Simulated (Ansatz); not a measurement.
RuC:
```
CELL_PARAMETERS angstrom
      2.92326     0.00000     0.00000
     -1.46163     2.53161     0.00000
      0.00000     0.00000     2.67618
ATOMIC_POSITIONS crystal
  Ru 0.00000 0.00000 0.00000
  C  0.66667 0.33333 0.50000
```

Relaxed with PBE. Special points in fractions of this cell's reciprocal vectors: Γ (0.000, 0.000, 0.000); M (0.500, 0.000, 0.000); K (0.333, 0.333, 0.000); A (0.000, 0.000, 0.500); L (0.500, 0.000, 0.500); H (0.333, 0.333, 0.500).

Task: List the band energies nearest the Fermi level at these points for the program Ansatz at the PBE level (PAW).

Result: In eV from the Fermi level; about four levels below and three above (degenerate sets whole), none deeper than 8.9 eV; … stands for higher levels left out; points with the same levels are listed once.

```
k                          below           above
-  -----------------------------  --------------
Γ  -5.44 -5.44 -0.96 -0.96 -0.35               …
M        -5.41 -4.77 -2.47 -1.38     0.28 0.56 …
K        -4.65 -2.18 -1.77 -1.30          0.04 …
A        -4.71 -4.71 -3.16 -3.16          0.90 …
L        -6.45 -5.47 -1.28 -0.31     0.51 3.12 …
H        -8.64 -7.00 -3.04 -2.78  0.10 1.97 3.04
```

Space group P-6m2. A made-up cell: these elements were put on the sites of a structure type; neither database checked (COD, Materials Project) lists it. Its standing as an ambient phase is unchecked. Symmetry was held in the PBE relaxation; whether a distortion lowers the energy is not shown. The run is not spin-polarised. Spin–orbit coupling is left out wherever it is not named.

Potentials: the earlier of the program's two PAW sets.
